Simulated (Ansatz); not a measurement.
Consider the following.

LiTaO3:
```cif
data_Li2O6Ta2
_chemical_formula_sum 'Li2 Ta2 O6'
_space_group_name_H-M_alt 'P 1'
_space_group_IT_number 1
_cell_length_a 5.41375
_cell_length_b 5.41375
_cell_length_c 5.41375
_cell_angle_alpha 55.884
_cell_angle_beta 55.884
_cell_angle_gamma 55.884
loop_
_space_group_symop_operation_xyz
  'x, y, z'
loop_
_atom_site_label
_atom_site_type_symbol
_atom_site_fract_x
_atom_site_fract_y
_atom_site_fract_z
_atom_site_occupancy
Li1 Li 0.71633 0.71633 0.71633 1
Li2 Li 0.21633 0.21633 0.21633 1
Ta1 Ta 0.00061 0.00061 0.00061 1
Ta2 Ta 0.50061 0.50061 0.50061 1
O1 O 0.62945 0.88681 0.27570 1
O2 O 0.88681 0.27570 0.62945 1
O3 O 0.27570 0.62945 0.88681 1
O4 O 0.12945 0.77570 0.38681 1
O5 O 0.38681 0.12945 0.77570 1
O6 O 0.77570 0.38681 0.12945 1
```

This is the LDA-relaxed structure.

Task: All from LDA (plane waves, PAW; program Ansatz), unless another level is named. Give the Born charges (a third of the trace).

Result: Li +1.11, Ta +7.31, O -2.81 e.

Task: Predict the static dielectric constant ε0 (ions relaxed, cell fixed).

Result: 39.7 (xx = yy), 36.5 (zz).

Task: Next, the electronic dielectric constant ε∞ (DFPT)?

Result: 5.10 (xx = yy), 5.25 (zz).

Space group R3c. The cell was relaxed with LDA under the symmetry of its start. The run is not spin-polarised. Scalar-relativistic: spin–orbit coupling is off unless named, which matters more the heavier the elements.

Potentials: the later of the program's two PAW sets.
